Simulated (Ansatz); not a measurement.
IrO2:
```xyz
6
Lattice="4.4708 0.0000 0.0000 0.0000 4.4708 0.0000 0.0000 0.0000 3.1547" Properties=species:S:1:pos:R:3 pbc="T T T"
Ir     2.2354     2.2354     1.5774
Ir     0.0000     0.0000     0.0000
O      3.0896     3.0896     0.0000
O      1.3812     1.3812     0.0000
O      3.6166     0.8542     1.5774
O      0.8542     3.6166     1.5774
```

Relaxed with PBEsol. Special points in fractions of this cell's reciprocal vectors: Γ (0.000, 0.000, 0.000); X (0.000, 0.500, 0.000); M (0.500, 0.500, 0.000); Z (0.000, 0.000, 0.500); R (0.000, 0.500, 0.500); A (0.500, 0.500, 0.500).

**Question.** List the band energies nearest the Fermi level at these points for plane-wave PAW PBEsol (Ansatz code).

**Answer.** In eV from the Fermi level; about four levels below and three above (degenerate sets whole), none deeper than 8.9 eV; points with the same levels are listed once.

```csv
k,below,above
Γ,-2.49 -2.49 -2.39 -2.39 -2.23,0.84 1.30 4.17
X,-1.33 -1.33 -0.30 -0.30,3.65 3.65 3.73 3.73
M,-2.53 -2.53 -2.45 -2.45,0.21 0.21 2.61 2.61
Z,-1.97 -1.97 -0.70 -0.70,0.28 0.28 2.32 2.32
R,-2.84 -2.84 -1.83 -1.83,0.57 0.57 1.20 1.20
A,-1.27 -1.27 -0.49 -0.49,2.28 2.28 3.30 3.30
```

Space group P4_2/mnm (rutile). The PBEsol relaxation kept the symmetry of its start. No spin polarisation was allowed. Spin–orbit coupling is left out wherever it is not named.

Potentials: the earlier of the program's two PAW sets. The files were generated under PBE; for other functionals the program regenerates the frozen cores, and for LDA and PBEsol the local potential too.
